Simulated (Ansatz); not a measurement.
WS2:
```yaml
crystal:
  lattice:
    - [5.93957, 0.00000, 0.00000]
    - [0.00000, 5.86366, 0.00000]
    - [0.00000, 0.00000, 5.82347]
  atoms:
    - { symbol: W, position: [0.06469, 0.26601, 0.24009] }
    - { symbol: W, position: [0.93531, 0.73399, 0.74009] }
    - { symbol: W, position: [0.43531, 0.26601, 0.74009] }
    - { symbol: W, position: [0.56469, 0.73399, 0.24009] }
    - { symbol: S, position: [0.38550, 0.07702, 0.38161] }
    - { symbol: S, position: [0.61450, 0.92298, 0.88161] }
    - { symbol: S, position: [0.11450, 0.07702, 0.88161] }
    - { symbol: S, position: [0.88550, 0.92298, 0.38161] }
    - { symbol: S, position: [0.77002, 0.44287, 0.49130] }
    - { symbol: S, position: [0.22998, 0.55713, 0.99130] }
    - { symbol: S, position: [0.72998, 0.44287, 0.99130] }
    - { symbol: S, position: [0.27002, 0.55713, 0.49130] }
```

Relaxed with r²SCAN.

**Question.** Map the valence electron density (e/Å³), cut off at 1 on the plane through (0.565, 0.734, 0.240) spanned by u = [1, 0, 1] and v = [1, 1, -1] in lattice vectors, from plane-wave PAW r²SCAN (Ansatz code).

**Answer.** x is the fraction of u, y of v (the angle between them is 89°; rows are the nearest grid lines); atoms in the plane: W at (0.00, 0.00), S at (0.48, 0.34), S at (0.46, 0.71).
```
|9999952222223599999984222223322222499999|
|9999632111223799999996456789986533369999|
|9996321112223599999995457999998532235999|
|4321111111122235899732234688875421123344|
|8753110000111112344421111233332212346898|
|9996321100001235899964211111111123699999|
|9997432111111358999996321111222234699999|
|9976555665333479951299532123444333467999|
|2333599999843357999985321223454321112222|
|0112479999632112222221111234554321000000|
|0012346775421100011000001234544211000000|
|1123333222110000000000000122332110000001|
|3578886432100000001100000001110000000013|
|5899999853110112356754210000000000000125|
|4799999963211124699997421000000000000124|
|2356777543222247995189852100000000000012|
|0011111111111235899999742111122344322110|
|1000000111111111235543211112369999997421|
|1000001223322111112221100012489965899631|
|2101124799985311000000000002479965799742|
|2222369999999632100000000000135799997532|
|9997567999998643221110000000001223458999|
|9999755666666544555421100000000112379999|
|9999952222223599999984222223322222499999|
```
Scale: ten equal steps from 0.035 (start of '0') to 1.00 (end of '9'), in the order '0123456789'; x runs from 0.000 to 1.00, y from 0.000 (bottom) to 1.00 (top).

The density is the valence pseudo-density with augmentation charge, so density and ELF within about 1 Å of a nucleus are not all-electron values.

Space group Pca2_1. The start of the workflow was typed in or built on a structure type; neither database checked (COD, Materials Project) lists it. It is not the phase usual at ambient conditions (space group No. 194). The r²SCAN relaxation kept the symmetry of its start; its stability against distortions is not shown here. The workflow began spin-polarised and lost its moments. Scalar-relativistic: spin–orbit coupling is off unless named, which matters more the heavier the elements.

Potentials: the earlier of the program's two PAW sets. The files were generated under PBE; for other functionals the program regenerates the frozen cores, and for LDA and PBEsol the local potential too.
